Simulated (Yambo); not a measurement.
Yambo run on Ba$_{2}$RuH$_{6}$ (space group Fm-3m, No. 225). The wavefunctions come from this Quantum ESPRESSO step (LDA, PseudoDojo standard norm-conserving files, scalar-relativistic):

```
&CONTROL
  calculation = 'nscf'
  pseudo_dir = './pseudo'
  outdir = './out'
/
&SYSTEM
  ibrav = 0
  nat = 9
  ntyp = 3
  ecutwfc = 88.0
  ecutrho = 352.0
  occupations = 'fixed'
  force_symmorphic = .true.
  nbnd = 188
/
&ELECTRONS
  conv_thr = 9.000000000000001e-09
  diago_full_acc = .true.
  diago_thr_init = 1e-08
/
ATOMIC_SPECIES
H 1.0080 H.upf
Ru 101.0700 Ru.upf
Ba 137.3270 Ba.upf
CELL_PARAMETERS angstrom
  0.000000000000   4.033655000000   4.033655000000
  4.033655000000   0.000000000000   4.033655000000
  4.033655000000   4.033655000000   0.000000000000
ATOMIC_POSITIONS crystal
H   0.785770000000   0.785770000000   0.214230000000
H   0.214230000000   0.214230000000   0.785770000000
H   0.214230000000   0.785770000000   0.785770000000
H   0.785770000000   0.214230000000   0.214230000000
H   0.785770000000   0.214230000000   0.785770000000
H   0.214230000000   0.785770000000   0.214230000000
Ru   0.000000000000   0.000000000000   0.000000000000
Ba   0.750000000000   0.750000000000   0.750000000000
Ba   0.250000000000   0.250000000000   0.250000000000
K_POINTS automatic
2 2 2 0 0 0
```

Yambo input:

```
rim_cut
gw0
dyson
el_el_corr
HF_and_locXC
ppa
em1d
RandQpts= 1000000
RandGvec= 1 Ry
EXXRLvcs= 88 Ry
VXCRLvcs= 352 Ry
Chimod= "HARTREE"
% BndsRnXp
 5 | 186 |
%
NGsBlkXp= 7 Ry
% LongDrXp
 1.0 | 1.0 | 1.0 |
%
PPAPntXp= 27.2114 eV
% GbndRnge
 1 | 186 |
%
GTermKind= "BG"
DysSolver= "n"
ExtendOut
% QPkrange
 1 | 1 | 21 | 22 |
 3 | 3 | 21 | 22 |
%
```

k points by index: 1 = Γ, 3 = X.

Resulting energies as the program prints them:

```
#    K-point    Band    Eo [eV]    E [eV]    E-Eo [eV]    Vxc [eV]    Vnlxc [eV]    Sc|Eo [eV]    Sc|E [eV]    dSc/dw|Eo [eV]    Re(Z)    Im(Z)
#
    1    21    0.000000    -0.217601    -0.217601    -18.84248    -22.54449    3.418346    3.484408    -8.250617    0.767328    -0.002989
    1    22    2.669726    3.580483    0.910757    -13.03518    -7.846167    -4.066040    -4.278258    -6.339283    0.811049    -0.001835
    3    21    -0.237868    -0.476941    -0.239072    -18.13225    -21.77690    3.333107    3.405578    -8.239592    0.767567    -0.002845
    3    22    1.676672    2.474478    0.797805    -12.67477    -8.248374    -3.449412    -3.628595    -6.110387    0.816621    -0.001636
```
(The two width columns are left out.) Convergence of these settings isn't established.

Spin-orbit coupling is not included.

Geometry of the Materials Project entry, not relaxed at this level.

The structure is a Materials Project entry; no match was found in the copy of COD used, and its stability was not checked.
